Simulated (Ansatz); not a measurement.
Recipe of this trial structure of Tb2Y2H: random cell by space group and Wyckoff sites (P4/mmm, No. 123). Lengths were set from tabulated atomic sizes, so they are only a guess.

```yaml
crystal:
  lattice:
    - [4.86620, 0.00000, 0.00000]
    - [0.00000, 4.86620, 0.00000]
    - [0.00000, 0.00000, 4.90340]
  atoms:
    - { symbol: Tb, position: [0.50000, 0.50000, 0.00000] }
    - { symbol: Tb, position: [0.50000, 0.50000, 0.50000] }
    - { symbol: Y, position: [0.50000, 0.00000, 0.50000] }
    - { symbol: Y, position: [0.00000, 0.50000, 0.50000] }
    - { symbol: H, position: [0.00000, 0.00000, 0.50000] }
```

Level of theory: Ansatz, DFT PBE, scalar-relativistic, plane waves, PAW, and for the lanthanide a 4f-in-core norm-conserving potential. Cutoff 690 eV, Gaussian smearing, Γ-centred meshes. Cell and atoms relax first on a coarse mesh and then on a finer one. In between, the cell is made exact in the group found at 0.06 Å. In metals the finer mesh still leaves noise of several meV/atom or more. The steps can't lower the symmetry of their start. No spin polarisation.

A guess keeps its type if space group and coordination stay and the shape of the cell changes little (axis ratios within about 15 %, angles within 6°); the volume may change.

Q: Does it keep its structure type, or change into something else?

A: It keeps its type. The symmetry stays P4/mmm (No. 123). The volume per atom grows by 59.4 %, from 23.2 to 37.0 Å³. The shortest distance goes from 2.43 Å (Tb–Y and Y–H) to 2.82 Å (Tb–Y and Y–H). The ratio c/a of the conventional cell changes by a factor of 1.02. Counting neighbours within 15 % of an atom's shortest distance, the start has H 4, Tb 2/6, Y 4 and the end H 4, Tb 2/6, Y 4.

The last run used an 8×8×8 mesh for its 5-atom cell and Gaussian smearing of 0.10 eV. A structure relaxed within its symmetry needn't be a true minimum. Another cell of Tb2Y2H relaxed alike, in P6/mmm, lies 0.48 eV/atom lower, so this cell isn't the stable form at this level.

The lanthanide is trivalent by construction, without f bands, f moments or other valences.

In counts of neighbours, a slash parts the counts of unlike sites.
